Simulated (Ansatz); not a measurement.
An ordered 8-atom cell of B4As3N on the zincblende lattice (P-43m), relaxed with r2SCAN. The symmetry is P-43m (No. 215, cubic); conventional cell a = 4.515 Å, 11.51 Å³ an atom. N is surrounded by 4 B at 1.73 Å; B is surrounded by 1 N at 1.73 Å and 3 As at 2.04 Å; As is surrounded by 4 B at 2.04 Å.

```
N B As
1.0
     4.51548    0.00000    0.00000
     0.00000    4.51548    0.00000
     0.00000    0.00000    4.51548
N B As
1 4 3
Cartesian
  0.0000 0.0000 0.0000
  3.5150 3.5150 3.5150
  1.0005 1.0005 3.5150
  1.0005 3.5150 1.0005
  3.5150 1.0005 1.0005
  2.2577 2.2577 0.0000
  2.2577 0.0000 2.2577
  0.0000 2.2577 2.2577
```

4 runs of Ansatz on this cell differ in the functional (and in the settings that go with it). Levels are in eV from each run's valence top; v1 is the last filled band, c1 the first empty one.

Run A, mean stress +2.2 GPa (compression positive):
```tsv
point	v4	v3	v2	v1	c1	c2
Γ	-4.09	0.00	0.00	0.00	0.63	1.30
X	-3.86	-3.71	-2.09	-2.09	1.57	1.90
M	-3.28	-3.28	-1.81	-0.89	2.04	3.44
```

Run B, mean stress 0.0 GPa (compression positive):
```tsv
point	v4	v3	v2	v1	c1	c2
Γ	-4.34	0.00	0.00	0.00	0.81	1.59
X	-4.07	-3.89	-2.21	-2.21	1.80	2.10
M	-3.45	-3.45	-1.92	-0.96	2.26	3.68
```

Run C, mean stress -1.7 GPa (compression positive):
```tsv
point	v4	v3	v2	v1	c1	c2
Γ	-4.48	0.00	0.00	0.00	1.33	2.07
X	-4.22	-4.07	-2.26	-2.26	2.31	2.73
M	-3.58	-3.58	-1.95	-0.98	2.89	4.42
```

Run D, mean stress -1.8 GPa (compression positive):
```tsv
point	v4	v3	v2	v1	c1	c2
Γ	-4.52	0.00	0.00	0.00	2.02	2.75
X	-4.27	-4.14	-2.29	-2.29	2.99	3.42
M	-3.63	-3.63	-1.99	-1.00	3.60	5.15
```

Task: Match the runs to PBE, r2SCAN, HSE06, PBE0.

Result: A is PBE, B is r2SCAN, C is HSE06, D is PBE0. In order of the gap: PBE 0.24, r2SCAN 0.30, HSE06 0.96, PBE0 1.65 eV. The stress vanishes for r2SCAN, which relaxed the cell.

Simulation only: spin-unpolarised, and no claim that this is the phase found in nature.

Spin-orbit coupling is left out.

The program warns that its thresholds are loose for a hybrid's stress.

The meshes of the hybrids are coarse, so their gaps aren't converged to the digits shown.
